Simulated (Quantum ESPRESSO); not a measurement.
Quadrupole interaction in MgI₂ (changed cell)

```
CELL_PARAMETERS angstrom
      4.15372     0.00000     0.00000
     -2.07686     3.59723     0.00000
      0.00000     0.00000     7.24784
ATOMIC_POSITIONS crystal
  Mg 0.00000 0.00000 0.00000
  I  0.33333 0.66667 0.23246
  I  0.66667 0.33333 0.76754
```
The cell was made here from a computed Materials Project entry: strained by +2 % along the unique axis and by -1 % across it, atoms relaxed (PBE without dispersion, pw.x of a modified build of Quantum ESPRESSO, symmetry kept). The parent is MgI2 in P-3m1; whether this form has been observed was not checked. Stability against distortions was not tested. The layers lie 3.9 Å apart; this gap hangs on dispersion, and neither it nor the stacking was checked against the measured crystal.

Principal values are ordered |Vxx| ≤ |Vyy| ≤ |Vzz|, η = (Vxx − Vyy)/Vzz, and C_Q = eQVzz/h is given by its size. Cores are frozen. I had no test against all-electron runs. Spin–orbit coupling is left out, a limit on I. Static lattice: thermal averaging is not included.

Quadrupole moments taken as inputs (sizes, barn, from the tables of PySCF and pymatgen): ²⁵Mg 0.199, ¹²⁷I 0.696.

What do the calculations give at each independent site (field gradients by PBE PAW (JTH datasets; density from pw.x of Quantum ESPRESSO, gradients reconstructed from it by a script), 20 Ha, k-mesh 6×6×3 through Γ)?


```
site            site symmetry  Vzz (10²¹ V/m²)   η_Q        ∣C_Q∣ (MHz)
--------------  -------------  ---------------  ----  -----------------
Mg (atom 1)               -3m        under 0.2     –  under 0.94 (²⁵Mg)
I (atoms 2, 3)             3m            -3.54  0.00        59.6 (¹²⁷I)
```
